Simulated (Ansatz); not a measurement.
Property card for FeSi2

FeSi2:
```xyz
12
Lattice="2.3699 -3.9608 0.0000 2.3699 3.9608 0.0000 0.0000 0.0000 7.9094" Properties=species:S:1:pos:R:3 pbc="T T T"
Si     2.3699     1.9804     4.7092
Si     2.3699    -0.7561     5.9321
Si     2.3699    -3.2047     5.9321
Si     2.3699     1.9804     7.1550
Fe     3.5548     0.0000     0.0000
Fe     1.1849     0.0000     0.0000
Si     2.3699    -1.9804     0.7544
Si     2.3699     3.2047     1.9774
Si     2.3699     0.7561     1.9774
Si     2.3699    -1.9804     3.2003
Fe     1.1849     0.0000     3.9547
Fe     3.5548     0.0000     3.9547
```
The run is spin-polarised; directions of the spins, atom by atom: 0 0 0 0 ↑ ↑ 0 0 0 0 ↓ ↓.

Space group I4/mcm (No. 140); conventional cell a = b = 5.597 Å, c = 4.740 Å, α = β = γ = 90.00°.

Method: the program Ansatz at the PBE level (PAW). The cell and atoms are relaxed at this level. Other levels are named where they apply.

**Cell and energy**

* **Volume per atom**: 12.37 Å³
* **Density**: 5.01 g/cm³
* **Formation energy from the elements (no fitted shifts)**: -289 meV/atom

**Electronic structure**

* **Electronic character**: metallic (no gap)
* **Density of states at the Fermi level**: 0.32 states/eV per atom (mean over ±0.08 eV)

**Magnetism**

Magnetic order: antiferromagnetic
Net moment: 0.00 μB per atom

**Mechanics**

Bulk modulus (Birch–Murnaghan fit): 174 GPa
Pressure derivative B′: 4.7

A made-up cell: these elements were put on the sites of a structure type; neither database checked (COD, Materials Project) lists it. COD files the formula under space group No. 64, 123. Its standing as an ambient phase is unchecked. The PBE relaxation kept the symmetry of its start, as lowered by the spin order; whether a distortion lowers the energy is not shown. Spin order of the final state: antiferromagnetic, chosen from 5 collinear starts compared on coarse meshes (ties went to the first, and starts can fall back to one state), not a proven ground state. Point labels and valley counts follow the cell and symmetry of the run, lower than the named group. The references are the lowest solids computed at this level, not always the standard phases.

Potentials: the later of the program's two PAW sets.
